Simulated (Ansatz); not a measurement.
Method: DFT PBE, scalar-relativistic, plane waves, PAW in Ansatz 0.2.0. Settings: cutoff 420 eV, Γ-centred meshes spaced at most about 0.3 Å⁻¹, and about 0.25 Å⁻¹ or finer for metals (2π included), Gaussian smearing. No spin polarisation in the final relaxations.

These are static total energies at zero pressure.

Compare these two cells of Cd2Te3, each relaxed at this level.

A.

```xyz
10
Lattice="3.5866 2.0707 7.4091 -3.5866 2.0707 7.4091 0.0000 -4.1415 7.4091" Properties=species:S:1:pos:R:3 pbc="T T T"
Cd    0.0000    0.0000   19.0549
Cd    0.0000    0.0000   14.2861
Cd    0.0000    0.0000    3.1724
Cd    0.0000    0.0000    7.9412
Te   -2.5858   -0.3372    9.2614
Te    1.0008    2.4080    9.2614
Te    1.5850   -2.0707    9.2614
Te    2.5858    0.3372   12.9659
Te   -1.5850    2.0707   12.9659
Te   -1.0008   -2.4080   12.9659
```

B.

```xyz
5
Lattice="4.6233 0.0000 0.0000 -2.3116 4.0039 0.0000 0.0000 0.0000 8.5302" Properties=species:S:1:pos:R:3 pbc="T T T"
Cd    2.3116    1.3346    3.3578
Cd    0.0000    2.6693    5.1724
Te    2.3116    1.3346    6.4930
Te    0.0000    2.6693    2.0372
Te    0.0000    0.0000    0.0000
```

**Question.** Which would you expect to be lower, and how large is the difference?

**Answer.** A is lower, by 51 meV/atom. A has the corundum type, space group R-3c (No. 167), 33.0 Å³/atom and no gap on its mesh; B has space group P-3m1 (No. 164), 31.6 Å³/atom and no gap. Counting Te atoms around Cd (those within 1.25 times the shortest such distance or 1.15 times the sum of covalent radii), A has Cd 6 and B has Cd 4. The lower one is the more open, so pressure narrows the difference. Both come from invented guesses.

Spin–orbit coupling, which can matter for Te, is left out. Cells relaxed within their symmetry can be saddle points.
